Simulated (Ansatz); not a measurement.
Cd$_{2}$TeS:
```yaml
crystal:
  lattice:
    - [4.39306, 0.00000, 0.00000]
    - [-2.19653, 3.80451, 0.00000]
    - [0.00000, 0.00000, 7.20292]
  atoms:
    - { symbol: Cd, position: [0.66667, 0.33333, 0.47280] }
    - { symbol: Cd, position: [0.00000, 0.00000, 0.02474] }
    - { symbol: Te, position: [0.00000, 0.00000, 0.63042] }
    - { symbol: S, position: [0.66667, 0.33333, 0.12004] }
```

x, y and z are the axes in which the lattice vectors are written.

Problem. Give the proper piezoelectric stress tensor with relaxed ions from plane-wave PAW r²SCAN (Ansatz code).

Solution. In C/m², rows x, y, z, Voigt columns; mesh uncertainty up to 0.01.
```
 0.00   0.00   0.00   0.00   0.10  -0.13
-0.13   0.13   0.00   0.10   0.00   0.00
 0.07   0.07  -0.32   0.00   0.00   0.00
```

The elastic tensor of the same run (GPa):

```
68.2  38.7  33.3   1.7   0.0   0.0
38.7  68.2  33.3  -1.7   0.0   0.0
33.3  33.3  80.4   0.0   0.0   0.0
 1.7  -1.7   0.0  12.1   0.0   0.0
 0.0   0.0   0.0   0.0  12.1   1.7
 0.0   0.0   0.0   0.0   1.7  14.8
```

Problem. Convert to strain constants d = e·S.

Solution. In pC/N:
```
  0.0    0.0    0.0    0.0    9.5  -10.1
 -5.0    5.0    0.0    9.5    0.0    0.0
  2.5    2.5   -6.1    0.0    0.0    0.0
```

Space group P3m1. The workflow started from a Materials Project entry (that database holds measured and hypothetical structures alike); the Crystallography Open Database copy checked does not list it. Whether it is the stable phase at ambient conditions was not checked. Symmetry was held in the r²SCAN relaxation; of distortions, only those at the zone centre were tested. Scalar-relativistic: spin–orbit coupling is off unless named, which matters more the heavier the elements.

Potentials: the later of the program's two PAW sets.
